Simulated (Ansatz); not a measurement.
# Cold compression of Cs (sc type)

```
CELL_PARAMETERS angstrom
4.92259 0.00000 0.00000
0.00000 4.92259 0.00000
0.00000 0.00000 4.92259
ATOMIC_POSITIONS crystal
Cs 0.00000 0.00000 0.00000
```

The cell comes from a relaxation on PAW files under the same functional, begun from a prototype that needn't be the stable phase.

Its volume is scaled at fixed shape and fractional positions.

Computed with Ansatz 0.2.0; functional PBEsol, scalar-relativistic. Settings: a Γ-centred 8×8×8 k mesh, Fermi–Dirac smearing of 0.08 eV, no spin polarisation. Methods: LAPW: all electrons, basis error target 1 meV/atom; PAW: frozen-core files, cutoff 420 eV; crystal datasets: all electrons, by PAW datasets that the program makes for each cell; norm-conserving: pseudopotentials, cutoff 680 eV.

Energies are extrapolated to zero smearing and count from the unscaled cell; pressure is positive in compression; gaps take the mesh and a band path. No temperature or zero-point motion is included.

Spin–orbit coupling is left out, which matters for the heavy atoms. The PAW files were made under PBE.

```tsv
V/V0	V (Å³/atom)	P LAPW (GPa)	ΔE LAPW (eV/atom)	P PAW − LAPW (GPa)	ΔE PAW − LAPW (meV/atom)
1.00	119.28	-0.01	0.000	0.00	0.0
0.90	107.36	0.20	0.008	0.00	0.0
0.80	95.43	?	0.035	0.00	0.0
0.70	83.50	0.84	0.088	0.00	0.0
0.60	71.57	1.31	0.168	0.00	0.0
0.50	59.64	1.94	0.287	0.00	-0.1
0.40	47.71	?	0.464	0.00	-0.1
```

(1) What belongs in the row "0.80", column "P LAPW (GPa)"?

(2) What belongs in the row "0.40", column "P LAPW (GPa)"?

(3) From the table, what is the rise of the enthalpy H = E + pV up to the last row, and how stiff is the crystal between the last two rows?

(4) At the smallest volume, how far do crystal datasets and norm-conserving lie from LAPW in pressure?

Results:

(1) 0.48.

(2) 3.13.

(3) ΔH = 0.464 eV + (3.13 GPa × 47.71 Å³ + 0.01 GPa × 119.28 Å³) × 0.006242 eV/(GPa·Å³) = 1.40 eV/atom, of which pV makes 67 %. The mean bulk modulus there is −ΔP/Δln V = 5.33 GPa.

(4) crystal datasets: 0.00 GPa; norm-conserving: -0.01 GPa, on a LAPW pressure of 3.13 GPa.
